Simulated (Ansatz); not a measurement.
How far is PAW off for SbAs?

```yaml
crystal:
  lattice:
    - [2.01275, 1.16206, 3.61233]
    - [-2.01275, 1.16206, 3.61233]
    - [0.00000, -2.32412, 3.61233]
  atoms:
    - { symbol: Sb, position: [0.50000, 0.50000, 0.50000] }
    - { symbol: As, position: [0.00000, 0.00000, 0.00000] }
```

Atoms are numbered in the order listed.

The cell comes from COD entry 9001315, which wasn't checked; take it as a given geometry.

No spin–orbit coupling, which matters for the heavy atoms here.

Methods: DFT, PBEsol, PAW with Ansatz's default frozen-core files, scalar-relativistic (Ansatz 0.2.0); DFT, PBEsol, all-electron PAW with datasets made for the crystal, scalar-relativistic (Ansatz 0.2.0); DFT, PBEsol, all-electron LAPW, scalar-relativistic (Ansatz 0.2.0).

For PAW: a Γ-centred 11×11×11 k mesh, Fermi–Dirac smearing of 0.05 eV, cutoff 420 eV, no spin polarisation; the PAW files were made with PBE, and the program remakes their frozen cores for this functional. The crystal-made all-electron datasets (AE datasets) take a cutoff of 180 eV at this cell. LAPW targets a basis error of 1 meV/atom. The Ansatz runs share mesh, smearing and spin set-up. Plane-wave (PAW) pressures include the program's estimate of the Pulay term.

Stress and pressure are positive in compression.

Spin–orbit coupling is left out, which moves gradients at and beside heavy atoms by some per cent and at worst by a factor of two.

In a metal, gradients converge slowly with the k mesh: the values move by tens of per cent from one mesh to another, at times in sign, so only the comparison on one mesh counts.

Levels count from the Fermi level.

| quantity | PAW | AE datasets | LAPW |
| --- | --- | --- | --- |
| pressure (GPa) | -4.05 | -4.05 | -4.04 |
| stress xx (GPa) | -2.73 | -2.73 | -2.72 |
| stress zz (GPa) | -6.70 | -6.69 | -6.68 |
| highest filled level at T (eV) | -0.450 | -0.451 | -0.451 |
| lowest empty level at T (eV) | 0.360 | 0.359 | 0.359 |
| highest filled level at F (eV) | -3.275 | -3.276 | -3.276 |
| lowest empty level at F (eV) | 2.483 | 2.483 | 2.483 |
| highest filled level at H2 (eV) | -0.049 | -0.049 | -0.049 |
| lowest empty level at H2 (eV) | 0.321 | 0.321 | 0.321 |
| field gradient Vzz at Sb1 (10²¹ V/m²) | 2.46 | 2.41 | – |
| field gradient Vzz at As2 (10²¹ V/m²) | 4.06 | 4.06 | – |

PAW's pressure differs from the LAPW value by about 0.01 GPa or less. Datasets made for the crystal and LAPW share parts of one code, so their agreement isn't an independent check.
